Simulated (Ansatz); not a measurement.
# Strain response of P

The calculation used DFT r2SCAN, scalar-relativistic, plane waves, PAW (Ansatz 0.2.0). Run with 500 eV cutoff, 22×22×22 k-mesh, Gaussian smearing of 0.10 eV, no spin polarisation.

Reference structure (relaxed):

```
P
1.0
     2.43735    0.00000    0.00000
     0.00000    2.43735    0.00000
     0.00000    0.00000    2.43735
P
1
Direct
  0.00000 0.00000 0.00000
```

Deformation: biaxial strain in the a-b plane, with the length and tilt of c and the atoms relaxed, all within the symmetry that the strain leaves. Energies are extrapolated to zero smearing. Stress is positive in compression, on the Cartesian axes of the cell above. On this cell's mesh the reference holds a stress of up to 0.19 GPa.

A cell with an odd number of electrons and no spin polarisation is a metal by construction and may be lower with spin.

```tsv
strain (%)	ΔE (meV/atom)	a (Å)	b (Å)	c (Å)	σxx (GPa)	σyy (GPa)	σzz (GPa)
-3.0	28.7	2.364	2.364	2.449	11.58	11.58	0.00
-2.0	12.2	2.389	2.389	2.445	7.21	7.21	0.00
-1.0	2.9	2.413	2.413	2.441	3.33	3.33	0.00
+0.0	0.0	2.437	2.437	2.437	-0.19	-0.19	-0.19
+1.0	3.3	2.462	2.462	2.431	-3.43	-3.43	0.00
+2.0	12.4	2.486	2.486	2.429	-6.38	-6.38	0.00
+3.0	26.5	2.510	2.510	2.424	-8.50	-8.50	-0.01
```

This simple cubic form isn't the element's structure at ambient conditions.